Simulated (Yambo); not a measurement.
```
SrAlSiH
1.0
    4.20693     0.00000     0.00000
   -2.10346     3.64331     0.00000
    0.00000     0.00000     4.78563
H Al Si Sr
1 1 1 1
Direct
  0.66667   0.33333   0.09737
  0.66667   0.33333   0.46570
  0.33333   0.66667   0.55426
  0.00000   0.00000   0.00566
```

SrAlSiH (space group P3m1, No. 156): mean Im ε in 1 eV windows above the direct gap of 2.00 eV, for different electron-hole kernels (Yambo, broadening 0.15 eV, PBEsol (Quantum ESPRESSO, PseudoDojo norm-conserving, 72 Ry, scalar-relativistic) bands; 9×9×6 mesh, 3 valence and 7 conduction bands, static screening with 37 bands and a 4 Ry block, scissor 0.70 eV, Tamm-Dancoff; field along x).

| window (eV) | independent quasiparticles | RPA (no attraction) | BSE |
|---|---|---|---|
| 2.0 to 3.0 | 11 | 8.3 | 17 |
| 3.0 to 4.0 | 25 | 22 | 23 |
| 4.0 to 5.0 | 14 | 13 | 11 |
| 5.0 to 6.0 | 7.2 | 8.4 | 5.9 |

This run doesn't resolve bound excitons or single peaks, so only averages are given, and they too depend on the mesh; weight that the attraction moves below the gap isn't listed. All transitions below 6.39 eV are in the band window. The scissor comes from a G0W0 run whose convergence isn't established.

Geometry relaxed with PBEsol.

The structure is a Materials Project entry; no match was found in the copy of COD used, and its stability was not checked.
